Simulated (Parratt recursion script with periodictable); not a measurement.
## Sharing the period between Si and Mo in a mirror for 13.5 nm

| layer, from the top | thickness (Å) | density (g/cm³) | rms roughness of its top face (Å) | δ at 13.5 nm | β at 13.5 nm |
|---|---|---|---|---|---|
| Si (in each period) | varied | 2.313 | 3 | 9.927 × 10⁻⁴ | 0.001813 |
| Mo (in each period) | varied | 10.026 | 3 | 0.07476 | 0.006314 |
| Si (substrate) | – | 2.313 | 3 | 9.927 × 10⁻⁴ | 0.001813 |

The refractive index is n = 1 − δ + iβ; the runs take δ and β at each wavelength of the scan. Vacuum lies above.

Densities are inputs, not measurements. They were set from computed cells of the Materials Project: Si from entry mp-149 (Fd-3m, 2.313 g/cm³); Mo from entry mp-129 (Im-3m, 10.026 g/cm³). A layer's crystal structure does not enter its constants, only its composition and density.

Model: EUV and soft X-ray reflectivity, Parratt recursion, Névot-Croce roughness, Henke tables. Program: Parratt recursion script with periodictable 1.7.1.

Light falls along the surface normal, where s and p polarisation coincide. The wavelength is scanned from 12.42 to 14.58 nm in 161 evenly spaced points, without smoothing. The peak is the highest scan point; its wavelength and height come from a parabola through R at that point and its two neighbours.

The pair is repeated 40 times. The runs differ in the two thicknesses alone; Γ is the share of Mo in the period D.

```
Si (Å)  Mo (Å)     Γ  peak λ (nm)  peak R (%)
------  ------  ----  -----------  ----------
55.2      13.8  0.20       13.613        59.6
48.3      20.7  0.30            ?           ?
41.4      27.6  0.40       13.477        71.7
27.6      41.4  0.60       13.294        67.2
```

Task: Estimate the peak wavelength and height at Γ = 0.30.

Result: Wavelength: with δ̄ the thickness-weighted δ at 13.5 nm and α the angle from the normal (sin²α = 0.0000), λ ≈ 2D[(1 − δ̄)² − sin²α]^½.

| Γ | D (Å) | δ̄ | λ by hand (nm) | run minus hand (nm) |
|---|---|---|---|---|
| 0.20 | 69 | 0.0157 | 13.583 | 0.030 |
| 0.30 | 69 | 0.0231 | 13.481 | to find |
| 0.40 | 69 | 0.0305 | 13.379 | 0.098 |

The difference, interpolated in Γ, is 0.064 nm, so λ ≈ 13.481 + 0.064 = 13.545 nm.

Height: the parabola through the rows at Γ = 0.20, 0.40, 0.60 has weights 0.375, 0.750, −0.125 at Γ = 0.30, which give 67.7 %.

The run gave 13.550 nm and 69.3 %, so the estimates miss by 0.005 nm and 1.6 points. Of these 4 runs, Γ = 0.40 has the highest peak.
